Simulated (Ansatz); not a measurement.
Values for one crystal, relaxed and computed with plane-wave PAW LDA (Ansatz code); other levels are named.

* **Volume per atom**: 21.39 Å³
* **Band gap**: 0.26 eV (indirect)
* **Highest zone-centre frequency (without LO–TO term)**: 214 cm^-1
* **Electron effective mass**: 0.062, 0.98, 1.2 mₑ (principal values)
* **Mechanical stability**: stable (all eigenvalues of C positive)
* **Hole effective mass**: 0.18, 0.28, 0.64 mₑ (principal values)
* **Hill bulk and shear moduli**: 42.0 and 25.5 GPa

Task: Which of these materials gives this?
A) WSe2, P6_3/mmc (W on 2c, Se on 4f)
B) MoSe2, P6_3/mmc (Mo on 2c, Se on 4f)
C) GeSe, Pnma (Ge on 4c, Se on 4c)
D) ZnSe, zinc blende

Result: C, GeSe, Pnma (Ge on 4c, Se on 4c)

The cell was relaxed with LDA under the symmetry of its start. A crystal of weakly bound layers computed without a dispersion correction: the cell and the soft elastic constants depend strongly on that. Spin–orbit coupling is left out wherever it is not named.

Potentials: the earlier of the program's two PAW sets. The files were generated under PBE; for other functionals the program regenerates the frozen cores, and for LDA and PBEsol the local potential too.
